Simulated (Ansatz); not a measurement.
One crystal and one scan (energy against volume) at two levels, PBE (plane waves to 420 eV, PAW, scalar-relativistic; Ansatz, a program for electronic structure) and PBEsol (plane waves to 420 eV, PAW, scalar-relativistic; Ansatz), each from its own relaxed cell and on its own mesh.

The crystal is Ti (hcp, Mg type); the cell is scaled evenly about its relaxed volume V₀.

The energy includes the smearing's −TS. The PAW data are Ansatz's earlier set. Ti is run without spin polarisation. Ti was relaxed with its symmetry unable to fall. With the shape held, the modulus is that of even scaling; a crystal free to change shape is softer. Both scans cover V/V₀ from 0.840 to 1.160.

```csv
quantity,run 1,run 2
Lattice constant a (Å),2.900,2.939
Lattice constant c (Å),4.590,4.650
Relaxed volume (Å³/atom),16.72,17.39
Pressure at the smallest volume (GPa),28.1,26.5
Energy cost of the largest compression (meV/atom),207,202
Energy cost of the largest expansion (meV/atom),127,123
Bulk modulus at fixed cell shape B₀ (third-order Birch-Murnaghan fit) (GPa),119.4,111.6
Pressure for 5 % compression (fit) (GPa),6.7,6.3
```

Q: Which run is which level?

A: Run 2 is PBE, run 1 is PBEsol. PBE gives the higher value for: lattice constant a; lattice constant c; relaxed volume. PBE gives the lower value for: pressure at the smallest volume; energy cost of the largest compression; energy cost of the largest expansion; bulk modulus at fixed cell shape B₀; pressure for 5 % compression. Neither level is exact: the differences show how much the result hangs on the functional.

(A scan under strain: stresses follow from slopes of the energy per volume, elastic moduli from its curvatures.)
